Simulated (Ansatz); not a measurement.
## SiW3 (Im-3m), a vibration from a frozen displacement

Level of theory: DFT PBEsol, scalar-relativistic, plane waves, PAW (Ansatz). Cutoff 420 eV, Γ-centred 14×14×14 k-points, Gaussian smearing of 0.15 eV. Spin–orbit coupling is left out, which matters for the heavy elements here. No spin polarisation. Energies are free energies at this smearing, counted from the undisturbed cell; pressure is positive in compression.

The undisturbed cell (relaxed at this level; it needn't be the usual structure):

```
Si W
1.0
    -2.57720    2.57720    2.57720
     2.57720   -2.57720    2.57720
     2.57720    2.57720   -2.57720
Si W
1 3
Cartesian
  0.0000 0.0000 0.0000
  0.0000 0.0000 2.5772
  0.0000 2.5772 0.0000
  2.5772 0.0000 0.0000
```

Every Si atom is moved by x along the Cartesian unit vector (0.000, 0.000, -1.000); the cell and all other atoms stay fixed. The cell's volume is 68.47 Å³; the moved atoms weigh 28.085 u together and the others 551.520 u.

| x (Å) | ΔE (meV/cell) | total force on the moved atoms along the move (eV/Å) | pressure (GPa) |
| --- | --- | --- | --- |
| -0.1000 | 29.50 | 0.6083 | 0.3965 |
| -0.0500 | 7.20 | 0.2904 | 0.1145 |
| 0.0000 | 0.00 | 0.0000 | 0.0206 |
| 0.0750 | 16.37 | -0.4443 | 0.2319 |

Q: What frequency belongs to this motion?

A: The force constant is k = −dF/dx = 5.854 eV/Å², from the parabola through x = -0.0500, 0 and 0.0750. In every cell the moved atoms swing against the rest, so the mass is μ = m₁m₂/(m₁ + m₂) = 26.724 u, and ν̃ = 521.5 cm⁻¹ × √(|k|/μ) = 244 cm⁻¹. The pattern needn't be a normal mode: ν̃² is then a weighted mean of the squared nonzero frequencies at the zone centre of this cell, so it lies between the lowest and the highest of them.

Q: How far does the harmonic law reach?

A: At x = -0.100 Å, kx²/2 = 29.27 meV against the computed 29.50 meV (+0.8 %): the well is still close to harmonic there.

In a metal these slopes depend on the k mesh and the smearing.

Cost: 4 runs of about 3 core-minutes in all, on Intel Xeon Platinum 8259CL (Skylake/Cascade Lake) (shared hosts).